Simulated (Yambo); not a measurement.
# Convergence of the G0W0 gap of ZnS

G0W0@PBEsol for ZnS (zinc blende, space group F-43m, No. 216) in Yambo. Reference settings: 4×4×4 Γ-centred k mesh, bands 5 to 151 and a 14 Ry block in the screening, 151 bands in G with the Bruneval-Gonze terminator, plasmon pole fitted at 27.2 eV. The PBEsol gap Γ → Γ on this mesh is 2.09 eV; G0W0 gaps are taken between the same points.

```csv
change from the reference,G0W0 gap Γ → Γ (eV),shift of the valence edge (eV),rough Yambo cost
reference settings,3.43,-1.10,1
"54 bands in W, 54 bands in G",3.47,-0.93,about 1/3
"116 bands in W, 116 bands in G",3.44,-1.07,within a factor of two
wavefunctions cut at 30 Ry,3.29,-0.94,within a factor of two
wavefunctions cut at 10 Ry,3.24,-0.65,within a factor of two
exchange cut at 20 Ry,2.87,-0.32,–
exchange cut at 40 Ry,3.26,-0.88,–
"32 bands in W, 32 bands in G, 5 Ry block",3.55,-0.71,about 1/10
"54 bands in W, 54 bands in G, 2 Ry block",3.37,-0.69,about 1/6
"54 bands in W, 54 bands in G, 11 Ry block",3.47,-0.91,about 1/5
"116 bands in W, 116 bands in G, 5 Ry block",3.41,-0.89,about 1/3
2×2×2 mesh,3.30,-0.94,about 1/10
"54 bands in W, 54 bands in G, 5 Ry block, no terminator",3.42,-0.66,about 1/6
"116 bands in W, 116 bands in G, no terminator",3.38,-0.95,within a factor of two
no terminator,3.38,-1.01,within a factor of two
```

The reference isn't shown to be the converged limit. Costs are rough (shared machines), scaled to the same edge states, and given only for runs that recompute the screening.

Geometry relaxed with PBEsol; primitive cell a = b = c = 3.787 Å, α = β = γ = 60.00°.

A shift is the quasiparticle energy of the state minus its PBEsol energy.
